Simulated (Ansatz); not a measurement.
Theory: DFT PBE, scalar-relativistic, plane waves, PAW (Ansatz). Settings: cutoff 420 eV, Γ-centred meshes spaced at most about 0.3 Å⁻¹, and about 0.25 Å⁻¹ or finer for metals (2π included), Gaussian smearing. No spin polarisation in the final relaxations.

All energies are static (0 K, no zero-point motion).

Compare these two cells of AlIn3As4, each relaxed at this level.

A. Space group P-43m (No. 215), cubic, a = 6.064 Å. Al is surrounded by 4 As at 2.51 Å; In has 4 As at 2.67 Å; As has 1 Al at 2.51 Å and 3 In at 2.67 Å.

B. Space group P-4m2 (No. 115), tetragonal, a = 4.286 Å, c = 12.159 Å. Around Al lie 4 As at 2.52 Å; In on a site of symmetry 2mm has 4 As at 2.66–2.67 Å; around In on a site of symmetry -4m2 lie 4 As at 2.66 Å; around As on its first site lie 4 In at 2.66 Å; As on its second site is surrounded by 2 Al at 2.52 Å and 2 In at 2.67 Å.

Problem. Which placement of the atoms is lower in energy, and by how much?

Solution. They are level within the accuracy (3 meV/atom apart, with A the lower in these runs). The two share one framework of sites and differ in which element sits where. A has Al and In ordered on zinc blende sites, space group P-43m (No. 215), 27.9 Å³/atom and no gap on its mesh; B has Al and In ordered on zinc blende sites, space group P-4m2 (No. 115), 27.9 Å³/atom and no gap. Counting As atoms around Al and In (those within 1.25 times the shortest such distance or 1.15 times the sum of covalent radii), A and B both have Al 4, In 4. Both come from invented guesses.

The zero gap of P-4m2 may come from the functional, which often closes small gaps. With atoms moved at random, P-43m came back. Other cells relaxed within their symmetry can be saddle points.
